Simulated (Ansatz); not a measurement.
Ga (body-centred tetragonal, space group No. 139) at seven volumes, DFT-LDA in the program Ansatz with PAW potentials, shape and atoms relaxed at each. One row is withheld.

```csv
V (Å³/atom),P (GPa)
15.567,7.79
16.080,4.71
16.593,2.14
17.106,0.00
17.619,-1.78
18.133,-3.24
18.646,?
```

### Question
Fit the shown pressures and predict the withheld one.

### Answer
Third-order Birch–Murnaghan: P = (3/2)B₀(x^(7/2) − x^(5/2))[1 + (3/4)(B′ − 4)(x − 1)] with x = (V₀/V)^(2/3). Least squares on the six rows gives V₀ = 17.107 Å³/atom, B₀ = 64.76 GPa, B′ = 5.16. At V = 18.646, x = 0.9442 and P = -4.47 GPa. The run itself gave -4.50 GPa.

Space group I4/mmm (body-centred tetragonal). The first step of the workflow began from a Materials Project structure, measured or hypothetical; the Crystallography Open Database copy checked does not list it. It is not the phase usual at ambient conditions (space group No. 64). The cell was relaxed with LDA under the symmetry of its start; whether a distortion lowers the energy is not shown.

Potentials: the earlier of the program's two PAW sets. The files were generated under PBE; for other functionals the program regenerates the frozen cores, and for LDA and PBEsol the local potential too.
